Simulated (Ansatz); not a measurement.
Relaxed-ion elastic tensor of AlN in space group P4/mmm (No. 123; Al on 1c, N on 1a) in GPa (Voigt order), r²SCAN+D4 in the plane-wave PAW code Ansatz; density 2.39 g/cm³, 14.23 Å³ per atom.

```json
[
 {"": "1", "1": "656", "2": "28.5", "3": "-5.0", "4": "0.0", "5": "0.0", "6": "0.0"},
 {"": "2", "1": "28.5", "2": "656", "3": "-5.0", "4": "0.0", "5": "0.0", "6": "0.0"},
 {"": "3", "1": "-5.0", "2": "-5.0", "3": "22.6", "4": "0.0", "5": "0.0", "6": "0.0"},
 {"": "4", "1": "0.0", "2": "0.0", "3": "0.0", "4": "-10.1", "5": "0.0", "6": "0.0"},
 {"": "5", "1": "0.0", "2": "0.0", "3": "0.0", "4": "0.0", "5": "-10.1", "6": "0.0"},
 {"": "6", "1": "0.0", "2": "0.0", "3": "0.0", "4": "0.0", "5": "0.0", "6": "120"}
]
```

Task: Is the crystal mechanically stable?

Result: No: the smallest eigenvalue of C is -10.1 GPa.

The cell is a constructed one: a structure type filled with these elements; neither database checked (COD, Materials Project) lists it. It is not the phase usual at ambient conditions (space group No. 186, 216). The r²SCAN+D4 relaxation kept the symmetry of its start. At this level the phase is dynamically unstable (imaginary phonons).

Potentials: the later of the program's two PAW sets.
